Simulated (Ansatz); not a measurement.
# InP under pressure: fit and missing row

InP, F-43m, a = 5.907 Å. Ansatz: r2SCAN, PAW, 500 eV, Γ-centred 8×8×8 mesh on 2 atoms, Gaussian smearing 0.02 eV; no spin polarisation. Cell and atoms are relaxed at each pressure, and no other structure is tried; the real crystal is known to change phase within this range, so the rows at high pressure are metastable.

| V (Å³/atom) | P (GPa) |
| --- | --- |
| 16.083 | 89.96 |
| ? | 49.99 |
| 20.619 | 24.98 |
| 22.609 | 11.97 |
| 24.466 | 3.96 |
| 25.400 | 1.00 |
| 25.770 | -0.02 |
| 26.183 | -1.07 |

Task: Take V0 = 25.770 Å³/atom, count pressures from its P0 = -0.02 GPa, fit the third-order Birch–Murnaghan form to the other rows, and predict the missing volume.

Result: With the Eulerian strain f = ½[(V0/V)^(2/3) − 1] and y = (P − P0)/[3f(1 + 2f)^(5/2)], the form is the line y = B0 + 1.5 B0 (B0′ − 4) f. Rows (f, y): 0.18465, 74.0; 0.08014, 71.7; 0.04558, 70.5; 0.01761, 69.1; 0.00484, 68.6; -0.00527, 68.2. Means f = 0.05459, y = 70.350; Σ(Δf)² = 0.02508, ΣΔfΔy = 0.7698; the slope is their ratio. y = 68.67 + 30.70 f GPa, so B0 = 68.7 GPa and B0′ = 4 + 2 × (30.70)/(3 × 68.67) = 4.30. P = 49.99 GPa is met at f = 0.12919 (y = 72.64), so V = V0 (1 + 2f)^(−3/2) = 18.255 Å³/atom. The run gave 18.274 Å³/atom, so the fit is 0.019 Å³/atom too low, within twice the rms miss on the fitted rows (0.013 Å³/atom).

The mesh isn't the same in all rows (8×8×8, 10×10×10).

Cost: 8 runs of about 2.8 core-minutes in all, on Arm Neoverse V1 (shared hosts).